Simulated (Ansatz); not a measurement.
This HfO₃ structure is the end of a relaxation. The cell was found from a structure generator's guess, not taken from experiment.

Method: DFT PBE, scalar-relativistic, plane waves, PAW in Ansatz 0.2.0. Cutoff 420 eV, Γ-centred mesh, Gaussian smearing, no spin polarisation.

```
CELL_PARAMETERS angstrom
4.14066 0.00000 0.00000
0.00000 4.14066 0.00000
0.00000 0.00000 4.14066
ATOMIC_POSITIONS crystal
Hf 0.00000 0.00000 0.00000
Hf 0.50000 0.50000 0.50000
O 0.25000 0.00000 0.50000
O 0.75000 0.00000 0.50000
O 0.50000 0.25000 0.00000
O 0.50000 0.75000 0.00000
O 0.00000 0.50000 0.25000
O 0.00000 0.50000 0.75000
```

The zero of energy is the elements' standard structures at the same level (O₂ as a molecule); no fitted shifts are applied.

**Question.** Find its symmetry and describe it.

**Answer.** Pm-3n (No. 223). Conventional cell: a = 4.141 Å. Hf has 12 O at 2.31 Å; around O lie 2 O at 2.07 Å, 4 Hf at 2.31 Å and 8 O at 2.54 Å.

**Question.** What is its formation energy per atom?

**Answer.** −2.01 eV/atom. Whether it is stable depends on the other phases of the system, which aren't compared here.

**Question.** Is it a metal?

**Answer.** Yes, bands cross the Fermi level on the 10×10×10 mesh.

The last run used a 10×10×10 mesh for its 8-atom cell and Gaussian smearing of 0.10 eV. Spin–orbit coupling, which can matter for Hf, is left out. A structure relaxed within its symmetry needn't be a true minimum.
